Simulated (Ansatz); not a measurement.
GeMo2C:
Space group P6₃/mmc (No. 194); a = b = 3.133 Å, c = 12.641 Å, α = β = 90.00°, γ = 120.00°

```
atom  site  symmetry       x       y       z
----  ----  --------  ------  ------  ------
Ge      2d      -6m2  0.6667  0.3333  0.2500
Mo      4f       3m.  0.3333  0.6667  0.0891
C       2a      -3m.  0.0000  0.0000  0.0000
```

Relaxed at zero pressure with plane-wave PAW PBE (Ansatz code).

### Question
The volume is raised by 9 % and shape and atoms relax at that volume. What pressure results, and how do the axes share the change?

### Answer
-14.6 GPa; a 3.1 %, b 3.1 %, c 2.6 %; the energy rises by 60 meV/atom.

### Question
Give the new structure.

### Answer

Space group P6₃/mmc (No. 194); a = b = 3.2285 Å, c = 12.9739 Å, α = β = 90.00°, γ = 120.00°

| atom | site | symmetry | x | y | z |
|---|---|---|---|---|---|
| Ge | 2d | -6m2 | 0.6667 | 0.3333 | 0.2500 |
| Mo | 4f | 3m. | 0.3333 | 0.6667 | 0.0857 |
| C | 2a | -3m. | 0.0000 | 0.0000 | 0.0000 |

The phase is kept; no other phase was compared at this pressure.

Space group P6_3/mmc. The start of the workflow was typed in or built on a structure type; neither database checked (COD, Materials Project) lists it. Whether it is the stable phase at ambient conditions was not checked. The PBE relaxation kept the symmetry of its start; its stability against distortions is not shown here. The run is not spin-polarised.

Potentials: the earlier of the program's two PAW sets.
